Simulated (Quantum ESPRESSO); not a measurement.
## Au2Ti2AlTa2Rh (input and log of a self-consistent run)

A calculation, not a measurement. The program is pw.x of Quantum ESPRESSO 7.5 (plane-wave density functional theory). The cell is made up: eight metal atoms on a hexagonal close-packed lattice, with elements, volume, strain and displacements drawn at random and not relaxed, so it may be unstable or far from any real phase. PseudoDojo standard norm-conserving files set the functional (PBE unless stated); there is no spin polarisation or spin-orbit coupling, the Fermi-Dirac width of 0.25 eV means electrons at about 2900 K, and the masses in the input are unused placeholders. Heavy elements are run without spin-orbit coupling, which real alloys of them have. A spin test at this wide smearing found no moment, but such smearing suppresses magnetism that the real alloy may have.

Input:

```
&control calculation='scf', pseudo_dir='./dojo.nc.sr.pbe.v0_5.standard.upf', outdir='./o', disk_io='minimal', tprnfor=.true., tstress=.true. /
&system ibrav=0, nat=8, ntyp=5, nbnd=68, ecutwfc=87.97787729, nosym=.true., tot_charge=0,
 occupations='smearing', smearing='fd', degauss=0.0183746611
/
&electrons conv_thr=1.470e-08, electron_maxstep=70, mixing_beta=0.5 /
ATOMIC_SPECIES
Al 1.0 Al.upf
Au 1.0 Au.upf
Rh 1.0 Rh.upf
Ta 1.0 Ta.upf
Ti 1.0 Ti.upf
CELL_PARAMETERS angstrom
2.9519 0.0196 0.0008
1.4577 -2.4837 -5.0011
1.5257 7.5497 -5.0319
ATOMIC_POSITIONS angstrom
Au 0.0255 0.0413 0.0013
Ti 1.4976 2.5985 -4.9088
Al 1.4506 -0.8562 -2.4813
Ta 2.9452 1.6899 -7.4903
Au 2.9368 4.9903 -4.9988
Ti 3.0379 0.0373 -5.0113
Rh 2.9789 1.7209 -2.4767
Ta 4.4409 4.2021 -7.5208
K_POINTS automatic
8 4 3 1 1 1
```

The log is shortened where brackets say so; the opening notice, blank lines, dates and the lines on written files are dropped, and the path of the files is cut. It prints rydbergs, bohrs and kilobars, and counts compression as positive stress. Its total energy is the free energy E - TS of the whole cell.

```
     Program PWSCF v.7.5
     Parallel version (MPI & OpenMP), running on       4 processor cores
     Number of MPI processes:                 4
     Threads/MPI process:                     1
     [start-up lines left out]
     bravais-lattice index     =            0
     lattice parameter (alat)  =       5.5784  a.u.
     unit-cell volume          =    1001.1317 (a.u.)^3
     number of atoms/cell      =            8
     number of atomic types    =            5
     number of electrons       =       108.00
     number of Kohn-Sham states=           68
     kinetic-energy cutoff     =      87.9779  Ry
     charge density cutoff     =     351.9115  Ry
     scf convergence threshold =      1.5E-08
     mixing beta               =       0.5000
     number of iterations used =            8  plain     mixing
     Exchange-correlation= PBE
                           (   1   4   3   4   0   0   0)
     [axes and pseudopotential details left out]
   Cartesian axes
     site n.     atom                  positions (alat units)
         1        Au     tau(   1) = (   0.0086383   0.0139907   0.0004404  )
         2        Ti     tau(   2) = (   0.5073231   0.8802611  -1.6628922  )
         3        Al     tau(   3) = (   0.4914015  -0.2900441  -0.8405587  )
         4        Ta     tau(   4) = (   0.9977082   0.5724661  -2.5373944  )
         5        Au     tau(   5) = (   0.9948627   1.6905010  -1.6933804  )
         6        Ti     tau(   6) = (   1.0291111   0.0126357  -1.6976149  )
         7        Rh     tau(   7) = (   1.0091244   0.5829676  -0.8390004  )
         8        Ta     tau(   8) = (   1.5043877   1.4234924  -2.5477265  )
     number of k points=    48  Fermi-Dirac smearing, width (Ry)=  0.0184
                       cart. coord. in units 2pi/alat
        k(    1) = (   0.0624407   0.0116473  -0.0613674), wk =   0.0416667
        k(    2) = (   0.0637146  -0.1842041   0.0362698), wk =   0.0416667
     [further k points left out]
     Dense  grid:   111671 G-vectors     FFT dimensions: (  36,  72, 108)
     Estimated max dynamical RAM per process >     384.07 MB
     Estimated total dynamical RAM >       1.42 GB
     Initial potential from superposition of free atoms
     starting charge     107.9917, renormalised to     108.0000
     Starting wfcs are   74 randomized atomic wfcs
     total cpu time spent up to now is        6.0 secs
     per-process dynamical memory:   296.5 Mb
     Self-consistent Calculation
     iteration #  1     ecut=    87.98 Ry     beta= 0.50
     Davidson diagonalization with overlap
     ethr =  1.00E-02,  avg # of iterations =  2.6
     total cpu time spent up to now is       19.2 secs
     total energy              =   -1326.36823479 Ry
     estimated scf accuracy    <       5.67224617 Ry
     iteration #  2     ecut=    87.98 Ry     beta= 0.50
     Davidson diagonalization with overlap
     ethr =  5.25E-03,  avg # of iterations =  5.4
     total cpu time spent up to now is       35.5 secs
     total energy              =   -1324.30735327 Ry
     estimated scf accuracy    <      85.15249371 Ry
     iteration #  3     ecut=    87.98 Ry     beta= 0.50
     Davidson diagonalization with overlap
     ethr =  5.25E-03,  avg # of iterations =  5.3
     total cpu time spent up to now is       51.4 secs
     total energy              =   -1329.22341556 Ry
     estimated scf accuracy    <      11.01892977 Ry
     iteration #  4     ecut=    87.98 Ry     beta= 0.50
     Davidson diagonalization with overlap
     ethr =  5.25E-03,  avg # of iterations =  2.3
     total cpu time spent up to now is       63.2 secs
     total energy              =   -1329.85527799 Ry
     estimated scf accuracy    <       1.85711234 Ry
     iteration #  5     ecut=    87.98 Ry     beta= 0.50
     Davidson diagonalization with overlap
     ethr =  1.72E-03,  avg # of iterations =  4.3
     total cpu time spent up to now is       75.7 secs
     total energy              =   -1329.89897293 Ry
     estimated scf accuracy    <       1.79153800 Ry
     [iterations 6 to 14 left out]
     iteration # 15     ecut=    87.98 Ry     beta= 0.50
     Davidson diagonalization with overlap
     ethr =  1.67E-08,  avg # of iterations =  1.4
     total cpu time spent up to now is      200.0 secs
     total energy              =   -1330.00000589 Ry
     estimated scf accuracy    <       0.00000040 Ry
     iteration # 16     ecut=    87.98 Ry     beta= 0.50
     Davidson diagonalization with overlap
     ethr =  3.67E-10,  avg # of iterations =  5.5
     total cpu time spent up to now is      215.5 secs
     total energy              =   -1330.00000598 Ry
     estimated scf accuracy    <       0.00000036 Ry
     iteration # 17     ecut=    87.98 Ry     beta= 0.50
     Davidson diagonalization with overlap
     ethr =  3.32E-10,  avg # of iterations =  2.0
     total cpu time spent up to now is      226.8 secs
     total energy              =   -1330.00000600 Ry
     estimated scf accuracy    <       0.00000028 Ry
     iteration # 18     ecut=    87.98 Ry     beta= 0.50
     Davidson diagonalization with overlap
     ethr =  2.63E-10,  avg # of iterations =  1.0
     total cpu time spent up to now is      237.1 secs
     total energy              =   -1330.00000602 Ry
     estimated scf accuracy    <       0.00000003 Ry
     iteration # 19     ecut=    87.98 Ry     beta= 0.50
     Davidson diagonalization with overlap
     ethr =  2.39E-11,  avg # of iterations =  2.0
     total cpu time spent up to now is      248.0 secs
     End of self-consistent calculation
     [lines on levels left out]
!    total energy              =   -1330.00000602 Ry
     estimated scf accuracy    <          2.1E-09 Ry
     smearing contrib. (-TS)   =      -0.12005086 Ry
     internal energy E=F+TS    =   -1329.87995515 Ry
     The total energy is F=E-TS. E is the sum of the following terms:
     one-electron contribution =    -516.01293249 Ry
     hartree contribution      =     300.65833984 Ry
     xc contribution           =    -237.73143546 Ry
     ewald contribution        =    -876.79392704 Ry
     convergence has been achieved in  19 iterations
     Forces acting on atoms (cartesian axes, Ry/au):
     atom    1 type  2   force =     0.00043986    0.00814069    0.00465695
     atom    2 type  5   force =     0.00123010   -0.02903914   -0.00920222
     atom    3 type  1   force =     0.00172166    0.03753171    0.01330673
     atom    4 type  4   force =    -0.00076938   -0.01137643    0.02263677
     atom    5 type  2   force =     0.00472450    0.00064806   -0.00223065
     atom    6 type  5   force =    -0.00878033   -0.00692799   -0.00683336
     atom    7 type  3   force =     0.00095986    0.00450043   -0.01402871
     atom    8 type  4   force =     0.00047373   -0.00347733   -0.00830552
     Total force =     0.061217     Total SCF correction =     0.000108
     Computing stress (Cartesian axis) and pressure
          total   stress  (Ry/bohr**3)                   (kbar)     P=     -109.74
  -0.00061357  -0.00004962   0.00002284          -90.26       -7.30        3.36
  -0.00004962  -0.00068906   0.00000844           -7.30     -101.36        1.24
   0.00002284   0.00000844  -0.00093531            3.36        1.24     -137.59
     init_run     :      5.63s CPU      5.85s WALL (       1 calls)
     electrons    :    236.97s CPU    242.08s WALL (       1 calls)
     forces       :      2.05s CPU      2.08s WALL (       1 calls)
     stress       :      6.99s CPU      7.16s WALL (       1 calls)
     [timing details left out]
     PWSCF        :   4m11.78s CPU   4m17.37s WALL
     JOB DONE.
```

In other units: free energy -18095.572 eV for the cell, pressure -10.97 GPa, largest force component 0.965 eV/Å in size. The run took 259 s of wall time with four MPI processes on a shared machine (Intel Xeon, 2023 or later, virtual cores), so the time is rough. A rerun of this cell at a higher cutoff and on a denser mesh moved values by no more than 0.002 eV in energy, 0.08 GPa in stress and 0.010 eV/Å in force, and a second program with other atomic files agreed on that cell to 2 % rms in force and 0.5 GPa in pressure.